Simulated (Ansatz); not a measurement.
Y₂CI₂:
```xyz
5
Lattice="3.8636 0.0000 0.0000 -1.9318 3.3460 0.0000 0.0000 0.0000 10.5686" Properties=species:S:1:pos:R:3 pbc="T T T"
Y      0.0000     2.2307     1.3089
Y      1.9318     1.1153     9.2597
C      0.0000     0.0000     0.0000
I      0.0000     2.2307     7.1056
I      1.9318     1.1153     3.4630
```

Relaxed with r²SCAN+D4. Special points in fractions of this cell's reciprocal vectors: Γ (0.000, 0.000, 0.000); M (0.500, 0.000, 0.000); K (0.333, 0.333, 0.000); A (0.000, 0.000, 0.500); L (0.500, 0.000, 0.500); H (0.333, 0.333, 0.500).

Task: List the band energies nearest the valence-band maximum at these points for r²SCAN+D4 (plane waves, PAW; program Ansatz).

Result: In eV from the valence-band maximum; about four levels below and three above (degenerate sets whole), none deeper than 8.9 eV; points with the same levels are listed once.

| k | below | above |
|---|---|---|
| Γ | -0.91 -0.91 -0.73 0.00 0.00 | 2.71 2.71 3.03 |
| M | -1.64 -1.47 -0.49 -0.38 | 0.81 4.15 4.59 |
| K | -2.69 -2.69 -1.21 -1.21 -0.38 | 2.76 3.26 3.26 |
| A | -0.83 -0.83 -0.06 -0.06 | 2.72 2.72 3.19 |
| L | -1.79 -1.61 -0.51 -0.34 | 0.87 4.08 4.31 |
| H | -2.66 -2.66 -1.22 -1.22 -0.40 | 3.11 3.23 3.23 |

Space group P-3m1. The first step of the workflow began from a Materials Project structure, measured or hypothetical; the Crystallography Open Database copy checked does not list it. Its standing as an ambient phase is unchecked. The r²SCAN+D4 relaxation kept the symmetry of its start; whether a distortion lowers the energy is not shown. No spin polarisation was allowed. Scalar-relativistic: spin–orbit coupling is off unless named, which matters more the heavier the elements.

Potentials: the later of the program's two PAW sets.
